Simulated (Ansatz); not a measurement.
Total density of states per atom from r²SCAN in the plane-wave PAW code Ansatz, in 0.25 eV bins, energy from the Fermi level:

```
E (eV) | states/eV/atom
    -7.85 | ### 0.17
    -7.60 | ### 0.16
    -7.35 | ### 0.16
    -7.10 | ### 0.18
    -6.85 | ###### 0.31
    -6.60 | ######## 0.45
    -6.35 | ############# 0.72
    -6.10 | ############### 0.83
    -5.85 | ########### 0.63
    -5.60 | ########## 0.54
    -5.35 | ################ 0.91
    -5.10 | ################# 0.93
    -4.85 | ################### 1.06
    -4.60 | ########## 0.58
    -4.35 | ####### 0.39
    -4.10 | ############## 0.76
    -3.85 | ############################## 1.66
    -3.60 | ############### 0.84
    -3.35 | ################## 0.98
    -3.10 | ##################### 1.14
    -2.85 | ################### 1.05
    -2.60 | ####################### 1.28
    -2.35 | ###################### 1.20
    -2.10 | ################# 0.93
    -1.85 | ############### 0.81
    -1.60 | ####### 0.36
    -1.35 | #### 0.21
    -1.10 | #### 0.20
    -0.85 | ### 0.16
    -0.60 | ## 0.13
    -0.35 | ### 0.15
    -0.10 | #### 0.21
     0.15 | ############ 0.69
     0.40 | ############# 0.74
     0.65 | ######### 0.52
     0.90 | ######## 0.45
     1.15 | ###### 0.36
     1.40 | ###### 0.31
     1.65 | ##### 0.29
     1.90 | ##### 0.27
     2.15 | ##### 0.26
     2.40 | #### 0.24
     2.65 | #### 0.25
     2.90 | ###### 0.31
     3.15 | ########## 0.57
     3.40 | ######## 0.44
     3.65 | ######## 0.42
     3.90 | ####### 0.40
     4.15 | ###### 0.36
     4.40 | ###### 0.34
     4.65 | ###### 0.35
```

Question: Which compound is it?
A) CsBr, CsCl type
B) NbP, CsCl type
C) CeGa, Cmcm (Ce on 4c, Ga on 4c)
D) GaIr, CsCl type

Answer: D, GaIr, CsCl type. Within 0.5 eV of the Fermi level: Ir 5d 68 %, Ga 4p 17 %, Ga 4s 8 %. Projections are on Löwdin-orthogonalised atomic valence shells; empty p or d shells of many metals are not among them.

Space group Pm-3m (CsCl type). The first step of the workflow began from a Materials Project structure, measured or hypothetical; the Crystallography Open Database files this formula in space group No. 221, but the cells were not matched. Whether it is the stable phase at ambient conditions was not checked. The cell was relaxed with r²SCAN under the symmetry of its start; whether a distortion lowers the energy is not shown. No spin polarisation was allowed. Spin–orbit coupling is left out wherever it is not named.

Potentials: the later of the program's two PAW sets.
